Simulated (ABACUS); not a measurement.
Input and output of a self-consistent single point for MoS₂ (R3m, 3 atoms in the cell; from Materials Project mp-1434) (ABACUS).

Level of theory: PBE, numerical atomic orbitals TZP (confined pseudo-atomic orbitals with Gaussian additions; energy shift 0.01 Ry), PseudoDojo 0.5 standard norm-conserving PBE (tails mended) pseudopotentials in ABACUS.

```xyz
3
Lattice="1.5921 0.9192 6.4821 -1.5921 0.9192 6.4821 0.0000 -1.8385 6.4821" Properties=species:S:1:pos:R:3 pbc="T T T"
Mo     0.0000     0.0000    19.4420
S      0.0000     0.0000     8.0301
S      0.0000     0.0000     4.9258
```

Reference input (self-consistent single point, DFT, PBE, numerical atomic orbitals TZP (confined pseudo-atomic orbitals with Gaussian additions; energy shift 0.01 Ry), PseudoDojo 0.5 standard norm-conserving PBE (tails mended) pseudopotentials): basis = TZP numerical atomic orbitals, energy shift 0.01 Ry; KPT = Gamma 12 12 12 0 0 0; basis_type = lcao; dft_functional = PBE; ecutwfc = 100 Ry; smearing_method = gaussian; smearing_sigma = 0.000734986 Ry; potentials = PseudoDojo 0.5 standard norm-conserving PBE (tails mended); symmetry = 1; symmetry_prec = 1e-05; ks_solver = genelpa; scf_nmax = 100. This run's input differs from it in these lines:

```diff
@@ -55,3 +55,3 @@
 Gamma
-12 12 12 0 0 0
+10 10 10 0 0 0
```

The program printed (abridged):

```
 SELF-CONSISTENT
 -------------------------------------------

                  longest orb rcut (Bohr) = 8.2
   longest nonlocal projector rcut (Bohr) = 1.5
                     search radius (Bohr) = 19.4

                          real space grid = [ 81, 81, 81 ]

                                 init_chg = atomic

 LCAO ALGORITHM --------------- ION=   1  ELEC=   1--------------------------------

 Density error is 0.102312532791
 E_KohnSham     -184.5189029551      -2510.5084688978
 E_Fermi        0.8204227466         11.1624241221

 LCAO ALGORITHM --------------- ION=   1  ELEC=   2--------------------------------

   [... lines left out ...]

   [... 7 blocks of this kind left out ...]

 LCAO ALGORITHM --------------- ION=   1  ELEC=  10--------------------------------

 Density error is 1.47570396709e-06
 E_KohnSham     -184.7316553255      -2513.4031133993
 E_Fermi        0.8153682418         11.0936540569

 LCAO ALGORITHM --------------- ION=   1  ELEC=  11--------------------------------

 Density error is 9.95554757902e-08
 E_KohnSham     -184.7316553256      -2513.4031133996
 E_KS(sigma->0) -184.7316553256      -2513.4031133996
 E_entropy(-TS) -0.0000000000        -0.0000000000
 E_Fermi        0.8153687356         11.0936607751
 charge density convergence is achieved
 final etot is -2513.4031134 eV
 EFERMI = 11.093660775 eV

 STATE ENERGY(eV) AND OCCUPATIONS    NSPIN == 1
   [... 20 lines left out ...]

 TOTAL-FORCE (eV/Angstrom)
                       Mo1         0.0000000000         0.0000000000        -0.0113653139
                        S1         0.0000000000         0.0000000000         0.3492258621
                        S2         0.0000000000         0.0000000000        -0.3378605482

 TOTAL-STRESS (KBAR)
        12.0524771234         0.0000000000         0.0000000000
         0.0000000000        12.0524831832        -0.0000000000
         0.0000000000         0.0000000000        26.4360735927
 TOTAL-PRESSURE: 16.847011 KBAR

 --------------------------------------------
 !FINAL_ETOT_IS -2513.4031133995663367 eV
 --------------------------------------------
```

The run converged in 11 iterations. Against the reference run the free energy is nearly the same (within 1 meV/atom), the pressure stays at 1.68 GPa, the largest force hardly changes (0.350 to 0.349 eV/Å) and the gap on the mesh goes from 1.074 to 1.200 eV.

The atom-centred basis is finite, which shifts total energies, pressures, gaps and forces against plane waves. This run is one point of a test of settings, so its values need not be converged; read them against the reference run alone. The structure comes from a collection of computed structures, made at another level of theory; the collection holds predicted forms beside known ones.

Cost on one core: very roughly 50 core-seconds.

The atomic orbitals were generated for these runs; they are not ABACUS's published sets and were checked against plane waves on a few crystals only.

“Tails mended”: in these copies of the files the far tail of each local potential was reset to the Coulomb form.
